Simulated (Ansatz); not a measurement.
ScGeO3:
```yaml
crystal:
  lattice:
    - [3.61405, 0.00000, 0.00000]
    - [0.00000, 3.61405, 0.00000]
    - [0.00000, 0.00000, 4.98679]
  atoms:
    - { symbol: Sc, position: [0.50000, 0.50000, 0.61558] }
    - { symbol: Ge, position: [0.00000, 0.00000, 0.22759] }
    - { symbol: O, position: [0.00000, 0.50000, 0.42387] }
    - { symbol: O, position: [0.50000, 0.00000, 0.42387] }
    - { symbol: O, position: [0.50000, 0.50000, 0.99929] }
```

Relaxed with r²SCAN.

Problem. Give the Bader charges and basin volumes of the independent atoms, DFT-r²SCAN in the program Ansatz with PAW potentials.

Solution. 

| atom | Bader charge (e) | Bader volume (Å³) |
|---|---|---|
| Sc1 | +2.02 | 9.3 |
| Ge2 | +1.70 | 14.3 |
| O3 | -1.29 | 12.3 |
| O5 | -1.14 | 16.9 |

Space group P4mm. The start of the workflow was typed in or built on a structure type; neither database checked (COD, Materials Project) lists it. Its standing as an ambient phase is unchecked. The cell was relaxed with r²SCAN under the symmetry of its start; whether a distortion lowers the energy is not shown. The run is not spin-polarised.

Potentials: the earlier of the program's two PAW sets. The files were generated under PBE; for other functionals the program regenerates the frozen cores, and for LDA and PBEsol the local potential too.
